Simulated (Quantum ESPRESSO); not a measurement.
# Band energies of Cs₂LiAlF₆

```
Cs2LiAlF6
1.0
    6.29790     0.00000     0.00000
   -3.14895     5.45414     0.00000
    0.00000     0.00000     5.10330
Li F Al Cs
1 6 1 2
Direct
  0.00000   0.00000   0.00000
  0.86585   0.13415   0.28188
  0.13415   0.86585   0.71812
  0.86585   0.73170   0.28188
  0.13415   0.26830   0.71812
  0.26830   0.13415   0.28188
  0.73170   0.86585   0.71812
  0.00000   0.00000   0.50000
  0.33333   0.66667   0.22866
  0.66667   0.33333   0.77134
```

PBEsol (Quantum ESPRESSO, PseudoDojo norm-conserving, 84 Ry, scalar-relativistic); path ΓMKΓALHA,LM,KH; energies in eV from the valence-band maximum.

```
k (1/Å)  point  band 29  band 30  band 31  band 32  band 33  band 34  band 35  band 36
-------  -----  -------  -------  -------  -------  -------  -------  -------  -------
0.00         Γ    -0.34    -0.34    -0.14    -0.14     0.00     6.76     8.24     9.24
0.58         M    -0.58    -0.31    -0.25    -0.18    -0.03     8.07     8.46     9.02
0.58         K    -0.51    -0.51    -0.22    -0.22    -0.04     8.39     8.39     8.96
0.80              -0.51    -0.40    -0.23    -0.18    -0.03     7.87     8.51     8.98
1.24         Γ    -0.34    -0.34    -0.14    -0.14     0.00     6.76     8.24     9.24
1.65              -0.38    -0.38    -0.14    -0.14    -0.07     7.94     8.46     8.46
1.86         A    -0.39    -0.39    -0.15    -0.15    -0.10     8.51     8.51     8.62
2.24              -0.50    -0.41    -0.24    -0.17    -0.11     8.54     8.77     8.99
2.43         L    -0.51    -0.41    -0.26    -0.18    -0.12     8.67     8.88     9.13
2.60              -0.52    -0.45    -0.25    -0.20    -0.12     8.78     8.88     9.18
2.77         H    -0.54    -0.50    -0.23    -0.23    -0.13     8.91     8.91     9.22
2.90              -0.50    -0.49    -0.24    -0.21    -0.12     8.80     8.88     9.18
3.16              -0.45    -0.43    -0.20    -0.17    -0.10     8.49     8.63     8.78
3.43         A    -0.39    -0.39    -0.15    -0.15    -0.10     8.51     8.51     8.62
3.43         L    -0.51    -0.41    -0.26    -0.18    -0.12     8.67     8.88     9.13
3.74              -0.56    -0.37    -0.23    -0.16    -0.07     8.52     8.91     8.98
4.05         M    -0.58    -0.31    -0.25    -0.18    -0.03     8.07     8.46     9.02
4.05         K    -0.51    -0.51    -0.22    -0.22    -0.04     8.39     8.39     8.96
4.20              -0.52    -0.52    -0.21    -0.21    -0.05     8.53     8.53     9.05
4.66         H    -0.54    -0.50    -0.23    -0.23    -0.13     8.91     8.91     9.22
```

The PBEsol gap is direct, 6.76 eV at Γ.

Geometry of the Materials Project entry, not relaxed at this level.

The structure is a Materials Project entry; no match was found in the copy of COD used, and its stability was not checked.
